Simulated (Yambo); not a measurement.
Ca2H3Br (space group P-3m1, No. 164); a = b = 3.9029 Å, c = 6.8535 Å, α = β = 90.00°, γ = 120.00°. With the G0W0 scissor the direct gap on the mesh is 3.31 eV. Axes are Cartesian, with cell vectors (Å) (3.90, 0.00, 0.00), (-1.95, 3.38, 0.00), (0.00, 0.00, 6.85).

Task: Does this run resolve the lowest exciton, and if so, what are its energy and binding? (Yambo, PBEsol bands; 9×9×4 mesh, 2 valence and 11 conduction bands, static screening with 48 bands and a 3 Ry block, scissor 1.62 eV, Tamm-Dancoff.)

Result: No. The lowest state covers only about 1 of the 324 k points, so the mesh doesn't resolve it: its energy and its distance from the direct gap are mesh artefacts. An extended exciton needs a far denser mesh. The scissor comes from a G0W0 run whose convergence isn't established. Spin-orbit splittings are left out.

Geometry of the Materials Project entry, not relaxed at this level.

The structure is a Materials Project entry; no match was found in the copy of COD used, and its stability was not checked.
